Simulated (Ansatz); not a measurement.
Ansatz (a program for electronic structure) input:

Ansatz 0.2 input:
```yaml
crystal:
  lattice:
    - [0.0, 2.8372668184, 2.8372668184]
    - [2.8372668184, 0.0, 2.8372668184]
    - [2.8372668184, 2.8372668184, 0.0]
  atoms:
    - { symbol: As, position: [0.75, 0.75, 0.75] }
    - { symbol: Al, position: [0.0, 0.0, 0.0] }
kpoints:
  mp_grid: { grid: [8, 8, 8] }
basis: { xc_grid: 2 }
hamiltonian:
  xc: pbesol
  pseudopotentials: { kind: paw }
scf:
  occupations: { method: fixed }
checkpoint: { read: static.run }
output: { write_density: true, elf: true, volumetric_format: npy }
```

Output (shortened):

```
Pseudopotential: As, paw, valence charge 15
Pseudopotential: Al, paw, valence charge 3
Functional definition: PBEsol
Crystal: 2 atoms, lattice volume = 45.680 Å³
Basis set: ecut = 420 eV, 893 PW (Γ), exchange–correlation on 54×54×54 points (8 copies of the dense FFT grid, shifted against one another)
Bands: 13, of which v1, the nominal top of the filled ones, is band 9 counted from 1 (8 counted from 0)
Symmetry: 24 space group operations
Space group: F-43m (ITA 216), of the structure as read, at distance tolerance 3.6e-5 Å
k-points: 29 of 512 (time reversal used)
Stability of the state it starts from, as read at its close in the unpolarized treatment …
iter 1 solved again at ethr=5.60e-8 eV; its pass at ethr=3.10e-3 eV (dr2=1.01e-5 eV) is discarded
SCF iter   1: F=—  HF=-5338.442105 eV  |F-HF|=—  |Δ(HF+E_count)|=         —  Δρ=5.46e-7  dr2=1.63e-10  ethr=5.60e-8  ⟨swp⟩=2.3  Hψ=2882  notcnv=0  defer=51
preconditioner: auto → none
SCF iter   2: F=-5338.442105 eV  HF=-5338.442105 eV  |F-HF|=7.82e-11  |Δ(HF+E_count)|=   1.28e-8  Δρ=4.12e-7  dr2=9.84e-11  ethr=1.00e-12  ⟨swp⟩=6.8  Hψ=1912  notcnv=0
SCF 1 converged in 2 iterations: F = -5338.442105 eV  dr2 = 9.84e-11
SCF converged after 2 iterations
Free energy (F): -5338.442105 eV
Harris-Foulkes:  -5338.442105 eV  (|F-HF|=7.82e-11)
Internal energy: -5338.442105 eV  (E = F + TS)
E sigma→0 (E₀):  -5338.442105 eV
Fermi energy:    6.193774 eV
--- Per-component energies (eV) ---
  E_band       = -269.796257
  E_kinetic    = 126.534321
  E_local      = -2121.610052  (includes V_loc(G=0)·N_el)
  E_nonlocal   = -657.651963
  E_hartree    = 1132.289893
  E_xc         = -117.930072
  E_vxc        = -108.269154  (∫ρ·V_xc dr)
  E_paw        = -2248.248405  (= ΣΔE_a)
  E_vpaw       = 226.620459  (= ΣTr[D̂ρ^β])
  E_aug_tail   = 0.000005  (compensation charges beyond the density's cutoff)
  E_ewald      = -1452.811401
  E_core_change = 0.985568  (= ΣΔE_core)
  E_smearing   =  0.000000  (= −TS)
  E_closure    = 0.000000  (closes the sum)
  Σ components = -5338.442105   (vs F -5338.442105, Δ=0.00e0)
  [band-id]    e_kinetic+e_local+e_nonlocal+2·e_hartree+e_vxc+e_vpaw+e_augmentation_tail = -269.796598   (vs E_band -269.796257, Δ=-3.41e-4)
--- Band table (eV; the first three rows and the last of 29) ---
  k-point 0: bands = ["-28.2105", "-28.2105", "-28.2105", "-28.1999", "-28.1999", "-5.6533", "6.1938", "6.1938", "6.1938", "8.0996", "10.4554", "10.4554", "10.4554"]
  k-point 1: bands = ["-28.2105", "-28.2104", "-28.2104", "-28.1999", "-28.1999", "-5.5017", "4.7511", "6.0340", "6.0340", "8.8790", "10.7351", "10.7351", "10.8272"]
  k-point 2: bands = ["-28.2104", "-28.2101", "-28.2101", "-28.1998", "-28.1998", "-5.0813", "2.8021", "5.7190", "5.7190", "8.7204", "11.0699", "11.0699", "12.5267"]
  k-point 28: bands = ["-28.2102", "-28.2098", "-28.2087", "-28.2001", "-28.1994", "-3.6771", "1.1344", "3.0152", "3.3695", "10.4269", "11.7793", "11.8186", "12.1694"]
```

Cost: roughly 2.2 core-seconds on shared cores.

The cell was relaxed with PBEsol under the symmetry of its start. Scalar-relativistic: spin–orbit coupling is off unless named, which matters more the heavier the elements.

Potentials: the later of the program's two PAW sets.

Ansatz is a plane-wave DFT program.
